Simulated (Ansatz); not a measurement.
# Cu2Sb: do energies and stresses tell the same story?

The calculation used DFT PBEsol, scalar-relativistic, plane waves, PAW (Ansatz 0.2.0).

Plane waves to 420 eV, a k mesh through Γ of 10×10×6 on the computed 6-atom cell and Gaussian smearing (0.10 eV); no spin polarisation.

Relaxed cell: P4/nmm, a = 3.957 Å, b = 3.957 Å, c = 6.043 Å, α = 90.00°, β = 90.00°, γ = 90.00°, 6 atoms in the primitive cell. Whether it is the stable form of this composition wasn't checked.

Energies at zero smearing and pressures from the stress tensor, at volumes with shape and atoms relaxed:
```
V (Å³/atom) E − E(first) (meV/atom) P (GPa)
     13.879                     0.00    19.14
     14.352                   -47.11    12.98
     14.825                   -77.54     7.85
     15.299                   -94.13     3.60
     15.772                   -99.30     0.02
     16.245                   -94.84    -2.96
     16.718                   -82.34    -5.44
     17.349                   -55.50    -8.05
```

Q: Check P = −dE/dV between neighbouring volumes, and get the bulk modulus from the pressures alone.

A: With 1 eV/Å³ = 160.2 GPa:
```
middle V (Å³/atom)  −ΔE/ΔV (GPa) mean P (GPa)
            14.116        15.952        16.058
            14.589        10.306        10.411
            15.062         5.618         5.720
            15.535         1.748         1.810
            16.008        -1.509        -1.468
            16.481        -4.233        -4.198
            17.033        -6.817        -6.745
```

The two differ by 0.11 GPa at most. The mean of two end pressures misses the average over a step by about ΔV² P″/12, up to 0.10 GPa here; with that taken off 0.04 GPa remains. The stress is the derivative of the free energy, not of the energy at zero smearing, and with free energies 0.01 GPa remains. Around V = 15.772 Å³/atom, the two neighbours give B = −V ΔP/ΔV = 15.772 × 6.56 / 0.946 = 109.3 GPa, against B0 = 108.0 GPa from the Birch–Murnaghan fit of the energies.